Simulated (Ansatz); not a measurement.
Input and output for Nb (bcc type): DFT, PBEsol, all-electron LAPW, scalar-relativistic (Ansatz 0.2.0).

The cell comes from a relaxation on PAW files under the same functional.

Command: `ansatz run input.yaml --threads 1 --pin off --max-ram 2048MiB --backend cpu --events-out ev --progress --plain --runs-dir out` It took 19 s on 1 thread of Arm Neoverse V1 (shared host), peak memory 0.36 GiB.

```yaml
crystal:
  lattice:
    - [-1.6363110716, 1.6363110716, 1.6363110716]
    - [1.6363110716, -1.6363110716, 1.6363110716]
    - [1.6363110716, 1.6363110716, -1.6363110716]
  atoms:
    - { symbol: Nb, position: [0.0, 0.0, 0.0] }
kpoints:
  mp_grid: { grid: [18, 18, 18] }
  band_path:
    path:
      - [0.0, 0.0, 0.0]
      - [0.5, -0.5, 0.5]
      - [0.0, 0.0, 0.5]
      - [0.0, 0.0, 0.0]
      - [0.25, 0.25, 0.25]
      - [0.5, -0.5, 0.5]
      - [0.25, 0.25, 0.25]
      - [0.0, 0.0, 0.5]
    npoints: 14
scf:
  occupations: { method: fermi_dirac, width: 0.05 }
hamiltonian:
  xc: pbesol
  pseudopotentials: { kind: all_electron, lapw: { basis_error: 0.001 } }
output:
  forces: true
  stress: true
  eigenvalues: true
  populations: true
  dos: { projected: true, de: 0.2, e_range: [-14, 8] }
```

Output:

```
Nb: projections on atomic orbitals take those of the free atom 1s2 2s2 2p6 3s2 3p6 3d10 4s2 4p6 4d4 5s1, of charge +0.00 (hamiltonian.pseudopotentials.projection_atoms)
LAPW: plane waves up to 7.678 Å⁻¹, error target 1.0e-3 eV per atom; small_component_spin mean_spin; Nb in spheres of 1.417 Å, 29 of its electrons in bands, Dirac shells [] (how accurate: hamiltonian.pseudopotentials.lapw.basis_error, Limitations)
Engine: ansatz 0.2.0
Pseudopotentials: kind: all_electron
Pseudopotential: Nb, LAPW, valence charge 29, lapw/all_electron/scalar/gaussian/Nb, Koelling and Harmon's equation, gaussian nucleus
Functional definition: PBEsol
  exchange = pbesol_x
  correlation = pbesol_c
Crystal: 1 atoms, lattice volume = 17.525 Å³
Basis set: ecut = 224.5913544852366 eV, 135 PW (Γ), exchange–correlation at level 2
Bands: 19, of which v1, the nominal top of the filled ones, is band 15 counted from 1 (14 counted from 0)
Symmetry: 48 space group operations
Space group: Im-3m (ITA 229), of the structure as read, at distance tolerance 2.6e-5 Å
k-points: 195 of 5832
Non-local potential: Nb, projectors of the file, none
Initial density: superposition of atomic densities (chi_scale 0.1, normalization cell)
Initial wavefunctions: plane waves of lowest kinetic energy (no species holds an atomic orbital)
Functional: x = pbesol(κ = 0.804, μ = 0.12345679012345678), c = pbesol(β = 0.046)
iter 1 solved again at ethr=7.60e-4 eV; its pass at ethr=1.00e-1 eV (dr2=2.20e-1 eV) is discarded
SCF iter   1: F=—  HF=-103889.377671 eV  |F-HF|=—  |Δ(HF+E_count)|=         —  Δρ=4.29e-2  dr2=2.21e-1  ethr=7.60e-4  ⟨swp⟩=2.6  Hψ=22842  notcnv=0
preconditioner: auto → Kerker (q_TF=auto, 2.967 Å⁻¹)  [metal: Δε(μ)=0.025 eV  Ē_g=8.121 eV  σ=0.050 eV  W_gap=0.12  n_scr=12 (ndim 8)  ℏωp=19.8 eV  f_vac=0.000  D(μ)=1.36/eV (n_scr^D=12)]
SCF iter   2: F=—  HF=-103888.935534 eV  |F-HF|=—  |Δ(HF+E_count)|=   4.42e-1  Δρ=1.94e-2  dr2=5.32e-2  ethr=7.60e-4  ⟨swp⟩=2.1  Hψ=11527  notcnv=0
SCF iter   3: F=—  HF=-103888.911829 eV  |F-HF|=—  |Δ(HF+E_count)|=         —  Δρ=1.03e-2  dr2=1.79e-2  ethr=1.83e-4  ⟨swp⟩=2.0  Hψ=10406  notcnv=0
the basis was enlarged: its passes take 229.7 KiB over the memory plan, 1 of 1 planned eigensolver slots
SCF iter   4: F=—  HF=-103888.910809 eV  |F-HF|=—  |Δ(HF+E_count)|=   1.02e-3  Δρ=4.14e-3  dr2=3.52e-3  ethr=6.17e-5  ⟨swp⟩=2.0  Hψ=10382  notcnv=0
iter 5 solved again at ethr=7.64e-7 eV; its pass at ethr=1.21e-5 eV (dr2=2.22e-4 eV) is discarded
SCF iter   5: F=—  HF=-103888.911120 eV  |F-HF|=—  |Δ(HF+E_count)|=   3.11e-4  Δρ=1.08e-3  dr2=2.21e-4  ethr=7.64e-7  ⟨swp⟩=2.0  Hψ=18028  notcnv=0
SCF iter   6: F=—  HF=-103888.911114 eV  |F-HF|=—  |Δ(HF+E_count)|=   6.05e-6  Δρ=2.33e-4  dr2=5.23e-6  ethr=7.63e-7  ⟨swp⟩=2.0  Hψ=10671  notcnv=0
SCF iter   7: F=-103888.911114 eV  HF=-103888.911114 eV  |F-HF|=1.99e-8  |Δ(HF+E_count)|=   1.55e-7  Δρ=1.87e-5  dr2=2.45e-8  ethr=1.80e-8  ⟨swp⟩=2.0  Hψ=10671  notcnv=0
SCF 1 converged in 7 iterations: F = -103888.911114 eV  dr2 = 2.45e-8
NSCF: frozen V_eff on 99 k-points
SCF converged after 7 iterations
Free energy (F): -103888.911114 eV
Harris-Foulkes:  -103888.911114 eV  (|F-HF|=1.99e-8)
Internal energy: -103888.898229 eV  (E = F + TS)
E sigma→0 (E₀):  -103888.904672 eV
Entropy (-TS):   -0.012885 eV (-12.885 meV/atom)
Fermi energy:    20.414793 eV
--- Per-component energies (eV) ---
  E_band       = -3676.629539
  E_kinetic    = 107472.890652
  E_xc         = -3182.821679
  E_electrostatic = -208178.967203  (all electrons and nuclei)
  E_smearing   = -0.012885  (= −TS)
  E_closure    = 0.000000  (closes the sum)
  E_atoms      = -103878.004289  (free atoms, spherical and without spin; not in F)
  Σ components = -103888.911114   (vs F -103888.911114, Δ=0.00e0)
  Basis errors (estimates in eV, not in F): energy 2.4e-4 per atom: plane waves 1.9e-4 (1.0e-4 summed), levels above the bands 7.1e-84, relativity 1.9e-8, radial functions 4.3e-5, core shells 1.6e-7; eigenvalues (radial functions only) 3.3e-6; not estimated: angular momenta, meshes, grids; target (lapw.basis_error) 1.0e-3; muffin-tin radii Nb 1.417 Å
--- Forces (eV/Å), atoms counted from 1 ---
  atom   1  Nb    -0.00000000     0.00000000     0.00000000
  max |Σ_I F_I| component: 1.48e-31 eV/Å
--- Stress (GPa, compression-positive) ---
       -0.013500       0.000000       0.000000
        0.000000      -0.013500       0.000000
        0.000000       0.000000      -0.013500
  P = ⅓ Tr σ = -0.0135 GPa (-0.135 kbar)
--- Band table (eV; the first three rows and the last of 195) ---
  k-point 0: bands = ["-321.6154", "-321.6154", "-321.6154", "-171.4812", "-171.4812", "-171.4655", "-171.4655", "-171.4655", "-33.7855", "-9.0522", "-9.0522", "-9.0522", "14.4393", "20.7789", "20.7789", "20.7789", "23.7817", "23.7817", "34.6147"]
  k-point 1: bands = ["-321.6154", "-321.6154", "-321.6154", "-171.4812", "-171.4812", "-171.4655", "-171.4655", "-171.4655", "-33.7773", "-9.1011", "-9.0669", "-9.0527", "14.5717", "20.6959", "20.7599", "20.9061", "23.6497", "23.7812", "34.7267"]
  k-point 2: bands = ["-321.6154", "-321.6154", "-321.6154", "-171.4812", "-171.4812", "-171.4655", "-171.4655", "-171.4655", "-33.7537", "-9.2402", "-9.1091", "-9.0539", "14.9501", "20.4667", "20.6793", "21.2827", "23.3697", "23.7869", "35.0064"]
  k-point 194: bands = ["-321.6154", "-321.6154", "-321.6154", "-171.4812", "-171.4812", "-171.4655", "-171.4655", "-171.4655", "-33.3145", "-10.0685", "-10.0685", "-10.0685", "16.5231", "16.5231", "26.2543", "26.2543", "26.2543", "29.7001", "29.7001"]
--- Löwdin populations: 1 site ---
  site symbol       q [e]
     0     Nb     40.9639
  spilling = 0.000880 (of n_electrons = 41.000000)
```

populations.tsv:

```
# site	symbol	l	j	q
# orbitals = lowdin
# n_electrons = 41.000000
# spilling = 0.000880
# projection_atom_Nb: 1s2 2s2 2p6 3s2 3p6 3d10 4s2 4p6 4d4 5s1
0	Nb	0_1S	-	1.999995
0	Nb	0_2S	-	1.999774
0	Nb	0_3S	-	1.995972
0	Nb	0_4S	-	1.929794
0	Nb	0_5S	-	0.696865
0	Nb	1_2P	-	5.999999
0	Nb	1_3P	-	5.999856
0	Nb	1_4P	-	5.972838
0	Nb	2_3D	-	9.999966
0	Nb	2_4D	-	4.368847
```

Next run (volume at 0.94 of the series' base cell), as changes to the input before:

```diff
   lattice:
-    - [-1.6363110716, 1.6363110716, 1.6363110716]
-    - [1.6363110716, -1.6363110716, 1.6363110716]
-    - [1.6363110716, 1.6363110716, -1.6363110716]
+    - [-1.6029075952, 1.6029075952, 1.6029075952]
+    - [1.6029075952, -1.6029075952, 1.6029075952]
+    - [1.6029075952, 1.6029075952, -1.6029075952]
   atoms:
   mp_grid: { grid: [18, 18, 18] }
-  band_path:
-    path:
-      - [0.0, 0.0, 0.0]
-      - [0.5, -0.5, 0.5]
-      - [0.0, 0.0, 0.5]
-      - [0.0, 0.0, 0.0]
-      - [0.25, 0.25, 0.25]
-      - [0.5, -0.5, 0.5]
-      - [0.25, 0.25, 0.25]
-      - [0.0, 0.0, 0.5]
-    npoints: 14
 scf:
   populations: true
-  dos: { projected: true, de: 0.2, e_range: [-14, 8] }
```

Results part of the output:

```
SCF 1 converged in 7 iterations: F = -103888.872369 eV  dr2 = 1.81e-8
SCF converged after 7 iterations
Free energy (F): -103888.872369 eV
Harris-Foulkes:  -103888.872369 eV  (|F-HF|=1.63e-8)
Internal energy: -103888.860441 eV  (E = F + TS)
E sigma→0 (E₀):  -103888.866405 eV
Entropy (-TS):   -0.011929 eV (-11.929 meV/atom)
Fermi energy:    21.922221 eV
--- Per-component energies (eV) ---
  E_band       = -3629.854868
  E_kinetic    = 107476.577040
  E_xc         = -3183.928130
  E_electrostatic = -208181.509351  (all electrons and nuclei)
  E_smearing   = -0.011929  (= −TS)
  E_closure    = 0.000000  (closes the sum)
  E_atoms      = -103878.004289  (free atoms, spherical and without spin; not in F)
  Σ components = -103888.872369   (vs F -103888.872369, Δ=0.00e0)
  Basis errors (estimates in eV, not in F): energy 2.3e-4 per atom: plane waves 1.9e-4 (1.0e-4 summed), levels above the bands 1.5e-88, relativity 9.6e-9, radial functions 4.0e-5, core shells 3.0e-7; eigenvalues (radial functions only) 3.7e-6; not estimated: angular momenta, meshes, grids; target (lapw.basis_error) 1.0e-3; muffin-tin radii Nb 1.388 Å
--- Forces (eV/Å), atoms counted from 1 ---
  atom   1  Nb    -0.00000000    -0.00000000    -0.00000000
  max |Σ_I F_I| component: 4.44e-31 eV/Å
--- Stress (GPa, compression-positive) ---
       12.366969       0.000000      -0.000000
        0.000000      12.366969      -0.000000
       -0.000000      -0.000000      12.366969
  P = ⅓ Tr σ = 12.3670 GPa (123.670 kbar)
--- Band table (eV; the first three rows and the last of 195) ---
  k-point 0: bands = ["-319.9134", "-319.9134", "-319.9134", "-169.7777", "-169.7777", "-169.7620", "-169.7620", "-169.7620", "-32.2398", "-7.3451", "-7.3451", "-7.3451", "15.8396", "22.2366", "22.2366", "22.2366", "25.4545", "25.4545", "36.2475"]
  k-point 1: bands = ["-319.9134", "-319.9134", "-319.9134", "-169.7777", "-169.7777", "-169.7620", "-169.7620", "-169.7620", "-32.2294", "-7.4047", "-7.3628", "-7.3457", "15.9822", "22.1452", "22.2156", "22.3744", "25.3055", "25.4529", "36.3723"]
  k-point 2: bands = ["-319.9134", "-319.9134", "-319.9134", "-169.7777", "-169.7777", "-169.7620", "-169.7620", "-169.7620", "-32.1995", "-7.5741", "-7.4135", "-7.3476", "16.3874", "21.8939", "22.1273", "22.7829", "24.9944", "25.4564", "36.6895"]
  k-point 194: bands = ["-319.9134", "-319.9134", "-319.9134", "-169.7778", "-169.7778", "-169.7620", "-169.7620", "-169.7620", "-31.6416", "-8.5609", "-8.5609", "-8.5609", "17.6172", "17.6172", "28.1884", "28.1884", "28.1884", "31.7484", "31.7484"]
--- Löwdin populations: 1 site ---
  site symbol       q [e]
     0     Nb     40.9682
  spilling = 0.000776 (of n_electrons = 41.000000)
```

Next run (volume at 0.88 of the series' base cell), as changes to the input before:

```diff
   lattice:
-    - [-1.6029075952, 1.6029075952, 1.6029075952]
-    - [1.6029075952, -1.6029075952, 1.6029075952]
-    - [1.6029075952, 1.6029075952, -1.6029075952]
+    - [-1.5680506721, 1.5680506721, 1.5680506721]
+    - [1.5680506721, -1.5680506721, 1.5680506721]
+    - [1.5680506721, 1.5680506721, -1.5680506721]
   atoms:
```

Results part of the output:

```
SCF 1 converged in 7 iterations: F = -103888.740328 eV  dr2 = 1.08e-8
SCF converged after 7 iterations
Free energy (F): -103888.740328 eV
Harris-Foulkes:  -103888.740328 eV  (|F-HF|=1.11e-8)
Internal energy: -103888.730373 eV  (E = F + TS)
E sigma→0 (E₀):  -103888.735351 eV
Entropy (-TS):   -0.009955 eV (-9.955 meV/atom)
Fermi energy:    23.628076 eV
--- Per-component energies (eV) ---
  E_band       = -3577.510556
  E_kinetic    = 107480.794795
  E_xc         = -3185.186056
  E_electrostatic = -208184.339111  (all electrons and nuclei)
  E_smearing   = -0.009955  (= −TS)
  E_closure    = 0.000000  (closes the sum)
  E_atoms      = -103878.004289  (free atoms, spherical and without spin; not in F)
  Σ components = -103888.740328   (vs F -103888.740328, Δ=0.00e0)
  Basis errors (estimates in eV, not in F): energy 2.5e-4 per atom: plane waves 2.0e-4 (1.0e-4 summed), levels above the bands 7.1e-94, relativity 1.1e-8, radial functions 4.7e-5, core shells 5.6e-7; eigenvalues (radial functions only) 3.9e-6; not estimated: angular momenta, meshes, grids; target (lapw.basis_error) 1.0e-3; muffin-tin radii Nb 1.358 Å
--- Forces (eV/Å), atoms counted from 1 ---
  atom   1  Nb    -0.00000000    -0.00000000     0.00000000
  max |Σ_I F_I| component: 1.09e-31 eV/Å
--- Stress (GPa, compression-positive) ---
       28.664907      -0.000000      -0.000000
       -0.000000      28.664907      -0.000000
       -0.000000      -0.000000      28.664907
  P = ⅓ Tr σ = 28.6649 GPa (286.649 kbar)
--- Band table (eV; the first three rows and the last of 195) ---
  k-point 0: bands = ["-318.0085", "-318.0085", "-318.0085", "-167.8710", "-167.8710", "-167.8552", "-167.8552", "-167.8552", "-30.5325", "-5.4258", "-5.4258", "-5.4258", "17.4620", "23.8706", "23.8706", "23.8706", "27.3278", "27.3278", "38.0664"]
  k-point 1: bands = ["-318.0085", "-318.0085", "-318.0085", "-167.8710", "-167.8710", "-167.8552", "-167.8552", "-167.8552", "-30.5193", "-5.4991", "-5.4473", "-5.4267", "17.6168", "23.7697", "23.8475", "24.0210", "27.1583", "27.3245", "38.2059"]
  k-point 2: bands = ["-318.0085", "-318.0085", "-318.0085", "-167.8710", "-167.8710", "-167.8552", "-167.8552", "-167.8552", "-30.4810", "-5.7069", "-5.5086", "-5.4293", "18.0529", "23.4928", "23.7513", "24.4661", "26.8109", "27.3248", "38.5662"]
  k-point 194: bands = ["-318.0085", "-318.0085", "-318.0085", "-167.8711", "-167.8711", "-167.8552", "-167.8552", "-167.8552", "-29.7656", "-6.8896", "-6.8896", "-6.8896", "18.8387", "18.8387", "30.3669", "30.3669", "30.3669", "34.0710", "34.0710"]
--- Löwdin populations: 1 site ---
  site symbol       q [e]
     0     Nb     40.9718
  spilling = 0.000688 (of n_electrons = 41.000000)
```

Next run (volume at 0.8 of the series' base cell), as changes to the input before:

```diff
   lattice:
-    - [-1.5680506721, 1.5680506721, 1.5680506721]
-    - [1.5680506721, -1.5680506721, 1.5680506721]
-    - [1.5680506721, 1.5680506721, -1.5680506721]
+    - [-1.5190166396, 1.5190166396, 1.5190166396]
+    - [1.5190166396, -1.5190166396, 1.5190166396]
+    - [1.5190166396, 1.5190166396, -1.5190166396]
   atoms:
```

Results part of the output:

```
SCF 1 converged in 7 iterations: F = -103888.362050 eV  dr2 = 6.13e-9
SCF converged after 7 iterations
Free energy (F): -103888.362050 eV
Harris-Foulkes:  -103888.362050 eV  (|F-HF|=6.98e-9)
Internal energy: -103888.354787 eV  (E = F + TS)
E sigma→0 (E₀):  -103888.358418 eV
Entropy (-TS):   -0.007264 eV (-7.264 meV/atom)
Fermi energy:    26.300312 eV
--- Per-component energies (eV) ---
  E_band       = -3497.437222
  E_kinetic    = 107487.730596
  E_xc         = -3187.140672
  E_electrostatic = -208188.944711  (all electrons and nuclei)
  E_smearing   = -0.007264  (= −TS)
  E_closure    = 0.000000  (closes the sum)
  E_atoms      = -103878.004289  (free atoms, spherical and without spin; not in F)
  Σ components = -103888.362050   (vs F -103888.362050, Δ=0.00e0)
  Basis errors (estimates in eV, not in F): energy 2.5e-4 per atom: plane waves 2.1e-4 (1.1e-4 summed), levels above the bands 4.3e-102, relativity 1.2e-8, radial functions 4.1e-5, core shells 1.4e-6; eigenvalues (radial functions only) 4.2e-6; not estimated: angular momenta, meshes, grids; target (lapw.basis_error) 1.0e-3; muffin-tin radii Nb 1.316 Å
--- Forces (eV/Å), atoms counted from 1 ---
  atom   1  Nb    -0.00000000    -0.00000000    -0.00000000
  max |Σ_I F_I| component: 8.22e-32 eV/Å
--- Stress (GPa, compression-positive) ---
       60.043973      -0.000000       0.000000
       -0.000000      60.043973      -0.000000
        0.000000      -0.000000      60.043973
  P = ⅓ Tr σ = 60.0440 GPa (600.440 kbar)
--- Band table (eV; the first three rows and the last of 195) ---
  k-point 0: bands = ["-315.0949", "-315.0949", "-315.0949", "-164.9541", "-164.9541", "-164.9384", "-164.9384", "-164.9384", "-27.9736", "-2.4712", "-2.4712", "-2.4712", "20.0701", "26.3794", "26.3794", "26.3794", "30.2019", "30.2019", "40.8451"]
  k-point 1: bands = ["-315.0949", "-315.0949", "-315.0949", "-164.9541", "-164.9541", "-164.9384", "-164.9384", "-164.9384", "-27.9551", "-2.5689", "-2.4994", "-2.4726", "20.2448", "26.2630", "26.3533", "26.5496", "29.9982", "30.1953", "41.0081"]
  k-point 2: bands = ["-315.0949", "-315.0949", "-315.0949", "-164.9541", "-164.9541", "-164.9384", "-164.9384", "-164.9384", "-27.9013", "-2.8449", "-2.5797", "-2.4768", "20.7297", "25.9456", "26.2470", "27.0533", "29.5929", "30.1889", "41.4367"]
  k-point 194: bands = ["-315.0949", "-315.0949", "-315.0949", "-164.9541", "-164.9541", "-164.9384", "-164.9384", "-164.9384", "-26.8887", "-4.3661", "-4.3661", "-4.3661", "20.7089", "20.7089", "33.7306", "33.7306", "33.7306", "37.6938", "37.6938"]
--- Löwdin populations: 1 site ---
  site symbol       q [e]
     0     Nb     40.9748
  spilling = 0.000615 (of n_electrons = 41.000000)
```

Next run (volume at 0.72 of the series' base cell), as changes to the input before:

```diff
   lattice:
-    - [-1.5190166396, 1.5190166396, 1.5190166396]
-    - [1.5190166396, -1.5190166396, 1.5190166396]
-    - [1.5190166396, 1.5190166396, -1.5190166396]
+    - [-1.4665944406, 1.4665944406, 1.4665944406]
+    - [1.4665944406, -1.4665944406, 1.4665944406]
+    - [1.4665944406, 1.4665944406, -1.4665944406]
   atoms:
```

Results part of the output:

```
SCF 1 converged in 7 iterations: F = -103887.638679 eV  dr2 = 3.51e-9
SCF converged after 7 iterations
Free energy (F): -103887.638679 eV
Harris-Foulkes:  -103887.638679 eV  (|F-HF|=4.34e-9)
Internal energy: -103887.631198 eV  (E = F + TS)
E sigma→0 (E₀):  -103887.634938 eV
Entropy (-TS):   -0.007481 eV (-7.481 meV/atom)
Fermi energy:    29.536864 eV
--- Per-component energies (eV) ---
  E_band       = -4209.296147
  E_kinetic    = 107496.749038
  E_xc         = -3189.512401
  E_electrostatic = -208194.867835  (all electrons and nuclei)
  E_smearing   = -0.007481  (= −TS)
  E_closure    = 0.000000  (closes the sum)
  E_atoms      = -103878.004289  (free atoms, spherical and without spin; not in F)
  Σ components = -103887.638679   (vs F -103887.638679, Δ=0.00e0)
  Basis errors (estimates in eV, not in F): energy 2.6e-4 per atom: plane waves 2.1e-4 (1.1e-4 summed), levels above the bands 4.0e-112, relativity 2.5e-8, radial functions 4.6e-5, core shells 2.0e-12; eigenvalues (radial functions only) 4.8e-6; not estimated: angular momenta, meshes, grids; target (lapw.basis_error) 1.0e-3; muffin-tin radii Nb 1.270 Å
--- Forces (eV/Å), atoms counted from 1 ---
  atom   1  Nb     0.00000000    -0.00000000     0.00000000
  max |Σ_I F_I| component: 1.31e-31 eV/Å
--- Stress (GPa, compression-positive) ---
      108.812238       0.000000       0.000000
        0.000000     108.812238       0.000000
        0.000000       0.000000     108.812238
  P = ⅓ Tr σ = 108.8122 GPa (1088.122 kbar)
--- Band table (eV; the first three rows and the last of 195) ---
  k-point 0: bands = ["-403.4938", "-311.6333", "-311.6333", "-311.6333", "-161.4882", "-161.4882", "-161.4728", "-161.4728", "-161.4728", "-25.0222", "1.0699", "1.0699", "1.0699", "23.3659", "29.3736", "29.3736", "29.3736", "33.6270", "33.6270", "44.1354"]
  k-point 1: bands = ["-403.4938", "-311.6333", "-311.6333", "-311.6333", "-161.4882", "-161.4882", "-161.4728", "-161.4728", "-161.4728", "-24.9959", "0.9379", "1.0322", "1.0676", "23.5661", "29.2378", "29.3445", "29.5689", "33.3781", "33.6151", "44.3280"]
  k-point 2: bands = ["-403.4938", "-311.6333", "-311.6333", "-311.6333", "-161.4882", "-161.4882", "-161.4728", "-161.4728", "-161.4728", "-24.9194", "0.5664", "0.9250", "1.0608", "24.1088", "28.8700", "29.2317", "30.1460", "32.9005", "33.5976", "44.8417"]
  k-point 194: bands = ["-403.4938", "-311.6333", "-311.6333", "-311.6333", "-161.4883", "-161.4883", "-161.4726", "-161.4726", "-161.4726", "-23.4566", "-1.4171", "-1.4171", "-1.4171", "22.9327", "22.9327", "37.7717", "37.7717", "37.7717", "42.0901", "42.0901"]
--- Löwdin populations: 1 site ---
  site symbol       q [e]
     0     Nb     40.9754
  spilling = 0.000601 (of n_electrons = 41.000000)
```
